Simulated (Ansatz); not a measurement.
The start is a relaxed Ru cell displaced along its unstable phonon at q = (½, ½, 0) of its primitive reciprocal cell (121i cm⁻¹), largest move 0.15 Å. Cell shape, volume and atoms are optimised at zero target pressure with r2SCAN (plane waves to 500 eV, PAW, scalar-relativistic; Ansatz, an electronic-structure program). First-step values are on the input's coarse k-mesh.

Ansatz input (later rounds restart from its end on a renewed k-mesh):
Ansatz 0.2 input:
```yaml
crystal:
  lattice:
    - [-4.6759406298, 4.6759406298, 2.786353117]
    - [0, 0, 2.786353117]
    - [2.3379703149, 2.3379703149, -1.3931765585]
  atoms:
    - { symbol: Ru, position: [0.25, 0.3038338085, 0.5] }
    - { symbol: Ru, position: [0.75, 0.1961661915, 0.5] }
    - { symbol: Ru, position: [0, 0.0092817875, 0.0185635749] }
    - { symbol: Ru, position: [0.5, -0.0092817875, 0.9814364251] }
basis: { ecutwfc: 500, ecutrho_ratio: 4, xc_grid: 4, fft_grid_basis: typed }
kpoints: { mp_grid: { grid: [13, 13, 13] } }
hamiltonian:
  xc: r2scan
  dispersion: none
  pseudopotentials: { azcp: { folder: ./paw }, kind: paw }
scf: { occupations: { method: fermi_dirac, width: 0.05 } }
relax: { f_tol: 0.01, max_steps: 100, cell: { stress_tol: 0.02 } }
output: { forces: true, stress: true }
```

```json
{
 "largest_initial_force": "0.57 eV/Å, on Ru1, Ru2 (atoms numbered as listed)",
 "energy_released": "0.58 eV/atom",
 "volume_change": "-9.0 %, from 15.23 to 13.86 Å³/atom",
 "relative_to_the_parent": "It does not go back: it reaches Fddd (No. 70), AFLOW prototype A_oF8_70_a, 0.61 eV/atom below the parent",
 "band_gap_at_the_end": "zero (metallic)",
 "optimiser_moves": "24"
}
```

Relaxed structure:

Space group Fddd, origin choice 1 (No. 70); a = 2.691 Å, b = 4.647 Å, c = 8.870 Å, α = β = γ = 90.00°

| atom | site | symmetry | x | y | z |
|---|---|---|---|---|---|
| Ru | 8a | 222 | 0.0000 | 0.0000 | 0.0000 |
(The calculation used a cell of 2 atoms; values per cell refer to that cell.)

Final values are on a 20×20×20 k-mesh of the relaxed cell. No spin polarisation in the result.

The run could not lose the symmetry of its start: the end is stationary, and may be a saddle point rather than a minimum.

The relaxed structure here is a generated cell of Ru: the first start was made by placing the elements on the sites of a structure type, and the end was not matched to a known phase here, so it may be hypothetical. Known forms of Ru include space group No. 194.
